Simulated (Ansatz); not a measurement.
## Mg₃NiS₄: relaxed-ion elastic tensor

Level of theory: DFT PBE, scalar-relativistic, plane waves, PAW (Ansatz). Cutoff 420 eV, 10×10×4 k-points (Γ-centred), Fermi-Dirac smearing of 0.15 eV. No spin polarisation.

Relaxed structure:
```yaml
crystal:
  lattice:
    - [3.63585, 0.00000, 0.00000]
    - [0.00000, 3.63585, 0.00000]
    - [0.00000, 0.00000, 10.13558]
  atoms:
    - { symbol: Mg, position: [0.00000, 0.00000, 0.75777] }
    - { symbol: Mg, position: [0.00000, 0.00000, 0.24223] }
    - { symbol: Mg, position: [0.50000, 0.50000, 0.50000] }
    - { symbol: Ni, position: [0.50000, 0.50000, 0.00000] }
    - { symbol: S, position: [0.00000, 0.00000, 0.00000] }
    - { symbol: S, position: [0.50000, 0.50000, 0.23417] }
    - { symbol: S, position: [0.00000, 0.00000, 0.50000] }
    - { symbol: S, position: [0.50000, 0.50000, 0.76583] }
```

It was reached by relaxing an invented guess, and it needn't be the stable form of this composition. In a metal, frequencies and elastic constants depend on the k mesh and the smearing, soft modes and shear constants most.

**Question.** Give the relaxed-ion elastic constants (GPa, Voigt order xx yy zz yz xz xy, on the Cartesian axes of the cell above).

**Answer.**
```
150.4  48.2  40.1   0.0   0.0   0.0
 48.2 150.4  40.1   0.0   0.0   0.0
 40.1  40.1 158.3   0.0   0.0   0.0
  0.0   0.0   0.0  45.9   0.0   0.0
  0.0   0.0   0.0   0.0  45.9   0.0
  0.0   0.0   0.0   0.0   0.0  52.5
```

**Question.** Is the crystal stable against homogeneous strain?

**Answer.** Yes: the least eigenvalue of the tensor is 45.9 GPa.

**Question.** And the moduli of a polycrystal (Hill averages)?

**Answer.** B = 80 GPa, G = 51 GPa, E = 125 GPa, ν = 0.24.
